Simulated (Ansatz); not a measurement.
Data:

AlAs:
Space group F-43m (No. 216); a = b = c = 5.6745 Å, α = β = γ = 90.00°

```csv
atom,site,symmetry,x,y,z
As,4c,-43m,0.2500,0.2500,0.2500
Al,4a,-43m,0.0000,0.0000,0.0000
```
(The calculation used a cell of 2 atoms; values per cell refer to that cell.)

This is the PBEsol-relaxed structure.

All from DFT-PBEsol in the program Ansatz with PAW potentials, unless another level is named. Estimate the hole effective mass with spin–orbit coupling, band 2 of 2 at the edge.

0.14 along [100], 0.12 along [110], 0.12 along [111] (mₑ).

Give the gap with spin–orbit coupling.

1.24 eV.

Predict the electron effective mass with spin–orbit coupling.

0.23, 0.23, 0.83 mₑ (principal values).

What about the formation energy from the elements (no fitted shifts)?

-0.43 eV/atom.

Predict the smallest direct gap on the standard path.

1.91 eV.

Give the conduction-band minimum.

at X (3 equivalent valleys).

The PBEsol relaxation kept the symmetry of its start. The references are the lowest solids computed at this level, not always the standard phases. Scalar-relativistic: spin–orbit coupling is off unless named, which matters more the heavier the elements.

Potentials: the later of the program's two PAW sets.
